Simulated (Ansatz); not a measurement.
ZnSe (rock salt, space group No. 225), PBE+D3(BJ) in the plane-wave PAW code Ansatz, all energies at zero smearing, with the estimated change up to a 700 eV cutoff added, with one set of potentials and settings (totals compare only within such a set). Cell of 2 atoms (1 Zn, 1 Se): -8789.719 eV.

| element | reference phase | E (eV/atom) |
|---|---|---|
| Zn | P6_3/mmc, 2 atoms in the cell | -3319.4509 |
| Se | P3_121, 3 atoms in the cell | -5469.4170 |

Formation energy per atom, worked out: (-8789.719 − 1×(-3319.4509) − 1×(-5469.4170))/2 = -0.426 eV/atom (-41 kJ per mol of atoms), at 0 K, without zero-point energy or fitted corrections.

Space group Fm-3m (rock salt). This is a known high-pressure phase of the composition, computed here at zero pressure and temperature. The PBE+D3(BJ) relaxation kept the symmetry of its start; whether a distortion lowers the energy is not shown. The references are the lowest solids computed at this level, not always the standard phases.

Potentials: the earlier of the program's two PAW sets.
